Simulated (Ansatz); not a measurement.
**Ansatz 0.2.0, settings compared: LaP**

Launch command:

```bash
ansatz run input.yaml --threads 1 --pin off --max-ram 2560MiB --backend cpu --events-out ev --progress --plain --runs-dir out
```

Input:

```yaml
crystal:
  lattice:
    - [0.0, 2.99166626, 2.99166626]
    - [2.99166626, 0.0, 2.99166626]
    - [2.99166626, 2.99166626, 0.0]
  atoms:
    - { symbol: La, position: [0.0, 0.0, 0.0] }
    - { symbol: P, position: [0.5, 0.5, 0.5] }
  symmetry: { tolerance: 0.0003 }
kpoints:
  mp_grid: { grid: [5, 5, 5], shift: [0, 0, 0] }
magnetization:
  spin_polarized: false
scf:
  occupations: { method: fermi_dirac }
hamiltonian:
  pseudopotentials: { kind: paw }
  xc: r2scan
basis:
  ecutwfc: 500
output:
  forces: true
  stress: true
  eigenvalues: true
```

Origin of the cell: a database entry, scaled a little.

The smearing width isn't typed, so it takes its default of 0.1 eV.

Output of this run (shortened):

```
Pseudopotentials: kind: paw
Pseudopotential: La, paw, valence charge 11, recommended cutoff 500 eV (meta_gga), La.paw.azcp
Pseudopotential: P, paw, valence charge 5, recommended cutoff 500 eV (meta_gga), P.paw.azcp
Functional definition: r2SCAN
  exchange = r2scan_x(k0 = k0, k1 = k1, a1 = a1)
  correlation = r2scan_c
Crystal: 2 atoms, lattice volume = 53.551 Å³
Basis set: ecut = 500 eV, 1363 PW (Γ), exchange–correlation on 128×128×128 points (64 copies of the dense FFT grid, shifted against one another)
Bands: 12, of which v1, the nominal top of the filled ones, is band 8 counted from 1 (7 counted from 0)
Symmetry: 48 space group operations
Space group: Fm-3m (ITA 225), of the structure as read, at distance tolerance 1.1e-3 Å
[… 7 lines left out …]
Initial density: superposition of atomic densities (neutral atoms: chi_scale 0, normalization atom), corrected by the library's trained network
Functional: x = r2scan, c = r2scan; τ floored in thin density (d = 2e-4 eV/Å³)
SCF iter   1: F=—  HF=-7027.409239 eV  Δρ=7.88e-3  dr2=6.08e-2  dr2_τ=8.77e-3
SCF iter   2: F=—  HF=-7027.451044 eV  Δρ=4.37e-3  dr2=1.91e-2  dr2_τ=3.66e-4
SCF iter   3: F=—  HF=-7027.447029 eV  Δρ=8.16e-4  dr2=3.12e-4  dr2_τ=3.92e-5
SCF iter   4: F=—  HF=-7027.447126 eV  Δρ=3.31e-4  dr2=9.76e-5  dr2_τ=2.74e-6
SCF iter   5: F=—  HF=-7027.447131 eV  Δρ=9.54e-5  dr2=6.03e-6  dr2_τ=8.00e-8
SCF iter   6: F=—  HF=-7027.447133 eV  Δρ=2.10e-5  dr2=4.70e-7  dr2_τ=1.03e-8
SCF iter   7: F=-7027.447133 eV  HF=-7027.447133 eV  Δρ=3.96e-6  dr2=1.43e-8  dr2_τ=1.34e-10
SCF 1 converged in 7 iterations: F = -7027.447133 eV  dr2 = 1.43e-8
SCF converged after 7 iterations
Free energy (F): -7027.447133 eV
Harris-Foulkes:  -7027.447133 eV  (|F-HF|=2.52e-9)
Internal energy: -7027.432096 eV  (E = F + TS)
E sigma→0 (E₀):  -7027.439615 eV
Entropy (-TS):   -0.015038 eV (-7.519 meV/atom)
Fermi energy:    9.318938 eV
--- Per-component energies (eV) ---
  E_band       = -40.729061
  E_kinetic    = 262.714523
  E_local      = -381.157312  (includes V_loc(G=0)·N_el)
  E_nonlocal   = 127.966571
  E_hartree    = 118.266949
  E_xc         = -191.678898
  E_vxc        = -226.493733  (∫ρ·V_xc dr)
  E_paw        = -6013.794081  (= ΣΔE_a)
  E_vpaw       = -71.118828  (= ΣTr[D̂ρ^β])
  E_aug_tail   = 0.000001  (compensation charges beyond the density's cutoff)
  E_vtau       = 10.826857  (kinetic-family band-sum trace: ∫τ·v_τ [+ j·A + Jᵃ·Aᵃ] dr)
  E_ewald      = -949.727519
  E_core_change = -0.022330  (= ΣΔE_core)
  E_smearing   = -0.015038  (= −TS)
  Σ components = -7027.447133   (vs F -7027.447133, Δ=0.00e0)
--- Forces (eV/Å), atoms counted from 1 ---
  atom   1  La    -0.000000     0.000000     0.000000
  atom   2  P      0.000000    -0.000000    -0.000000
  max |Σ_I F_I| component: 0.0 eV/Å
--- Stress (GPa, compression-positive) ---
        3.723721       0.000000       0.000000
       -0.000000       3.723721      -0.000000
        0.000000       0.000000       3.723721
  P = ⅓ Tr σ = 3.7237 GPa (37.237 kbar)
```

The same input was run again with these changes:

1. `hamiltonian.xc` r2scan → lda; `basis.xc_grid` default → 2
2. `hamiltonian.pseudopotentials` { kind: paw } → { kind: nc, accuracy: standard }
3. `basis.ecutwfc` 500 → "800 eV"; `kpoints.mp_grid.grid` [5, 5, 5] → [4, 4, 4]
4. `scf.initial_density.chi_scale` default → 0.3

```tsv
run	end	SCF iterations	P (GPa)	max force component (eV/Å)	moment (μB)	ΔE(σ→0) (meV/atom)
base	converged	7	3.72	0.000	–	0
1	converged	6	-1.78	0.000	–	–
2	converged	7	3.11	0.000	–	–
3	converged	6	3.78	0.000	–	12.59
4	converged	8	3.72	0.000	–	0.00
```

Energies are compared only where functional, datasets, charge and starting cell are the same.

Not properties of the system: run 3 (too coarse or loose: `kpoints.mp_grid.grid` = [4, 4, 4]).

Caveats of the base run: no spin-orbit coupling, though heavy elements are present; the k mesh is coarse if the cell is a metal.

Run 2: the cutoff lies below the datasets' advice; the norm-conserving files were made for PBE, not for this functional.

Time of the base run: 1.7 s of wall time on 1 CPU thread(s) of a shared host, from the program's own first density.
